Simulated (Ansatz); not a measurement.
Ti₃C₂O₂:
```cif
data_C2O2Ti3
_chemical_formula_sum 'O2 Ti3 C2'
_space_group_name_H-M_alt 'P-3m1'
_space_group_IT_number 164
_space_group_name_Hall '-P 3 2"'
_cell_length_a 3.02216
_cell_length_b 3.02216
_cell_length_c 9.98005
_cell_angle_alpha 90.000
_cell_angle_beta 90.000
_cell_angle_gamma 120.000
loop_
_atom_site_label
_atom_site_type_symbol
_atom_site_symmetry_multiplicity
_atom_site_Wyckoff_symbol
_atom_site_fract_x
_atom_site_fract_y
_atom_site_fract_z
_atom_site_occupancy
O1 O 2 c 0.00000 0.00000 0.34626 1
Ti1 Ti 2 d 0.66667 0.33333 0.25696 1
C1 C 2 d 0.33333 0.66667 0.12554 1
Ti2 Ti 1 a 0.00000 0.00000 0.00000 1
```

Relaxed at zero pressure with plane-wave PAW r²SCAN+D4 (Ansatz code).

Q: The volume is raised by 9 % and shape and atoms relax at that volume. What pressure results, and how do the axes share the change?

A: -0.9 GPa; a 0.2 %, b 0.2 %, c 8.6 %; the energy rises by 5 meV/atom.

Q: Give the new structure.

A: 
Space group P-3m1 (No. 164); a = b = 3.027 Å, c = 10.841 Å, α = β = 90.00°, γ = 120.00°

```tsv
atom	site	symmetry	x	y	z
O	2c	3m.	0.0000	0.0000	0.3190
Ti	2d	3m.	0.6667	0.3333	0.2368
C	2d	3m.	0.3333	0.6667	0.1157
Ti	1a	-3m.	0.0000	0.0000	0.0000
```

The phase is kept; no other phase was compared at this pressure.

The start of the workflow was typed in or built on a structure type; neither database checked (COD, Materials Project) lists it. Whether it is the stable phase at ambient conditions was not checked. The cell was relaxed with r²SCAN+D4 under the symmetry of its start; its stability against distortions is not shown here. The workflow began spin-polarised and lost its moments.

Potentials: the later of the program's two PAW sets.
